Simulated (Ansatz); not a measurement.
AlRu:
```yaml
crystal:
  lattice:
    - [3.00385, 0.00000, 0.00000]
    - [0.00000, 3.00385, 0.00000]
    - [0.00000, 0.00000, 3.00385]
  atoms:
    - { symbol: Ru, position: [0.00000, 0.00000, 0.00000] }
    - { symbol: Al, position: [0.50000, 0.50000, 0.50000] }
```

Relaxed with PBE. Special points in fractions of this cell's reciprocal vectors: Γ (0.000, 0.000, 0.000); X (0.000, 0.500, 0.000); M (0.500, 0.500, 0.000); R (0.500, 0.500, 0.500).

**Question.** List the band energies nearest the Fermi level at these points for PBE with spin–orbit coupling (plane waves, PAW; program Ansatz).

**Answer.** In eV from the Fermi level; about four levels below and three above (degenerate sets whole), none deeper than 8.9 eV; points with the same levels are listed once.

```tsv
k	below	above
Γ	-3.53 -3.53 -3.53 -3.53	0.08 0.08 0.08 0.08
X	-1.66 -1.66 -1.54 -1.54	0.41 0.41 2.23 2.23
M	-1.22 -1.22 -1.11 -1.11	1.48 1.48 5.21 5.21
R	-4.61 -4.61 -4.61 -4.61 -4.52 -4.52	1.57 1.57 1.57 1.57
```

Space group Pm-3m (CsCl type). The cell was relaxed with PBE under the symmetry of its start. The run is not spin-polarised.

Potentials: the earlier of the program's two PAW sets.
